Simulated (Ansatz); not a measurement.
SiO2:
```xyz
9
Lattice="4.9206 0.0000 0.0000 -2.4603 4.2614 0.0000 0.0000 0.0000 5.4166" Properties=species:S:1:pos:R:3 pbc="T T T"
Si     1.3066     2.2630     0.0000
Si     2.3075     0.0000     1.8055
Si    -1.1537     1.9983     3.6110
O      0.3075     1.7605     4.2495
O      0.7819     3.6474     0.6385
O     -1.0894     3.1148     2.4440
O      1.3709     1.1466     1.1670
O      2.7678     2.5009     4.7781
O      3.2422     0.6139     2.9726
```

x, y and z are the axes in which the lattice vectors are written.

Problem. Give the high-frequency dielectric tensor and the Born effective charge tensors of the independent atoms from DFPT, the program Ansatz at the r²SCAN level (PAW).

Solution. 
ε∞:
```
2.37  0.00  0.00
0.00  2.37  0.00
0.00  0.00  2.40
```
Z* of atom 1 (Si), rows: field, columns: displacement, in e:
```
 3.50  -0.27   0.24
-0.27   3.19  -0.14
-0.21   0.12   3.46
```
Z* of atom 4 (O), rows: field, columns: displacement, in e:
```
-2.26  -0.08  -0.78
-0.03  -1.08  -0.07
-0.78  -0.14  -1.73
```

Static charges for comparison (Bader): Si1 +3.37, O4 -1.68 e. Born charges measure polarisation by displacement and can exceed these by far.

Space group P3_121. The cell was relaxed with r²SCAN under the symmetry of its start.

Potentials: the earlier of the program's two PAW sets. The files were generated under PBE; for other functionals the program regenerates the frozen cores, and for LDA and PBEsol the local potential too.
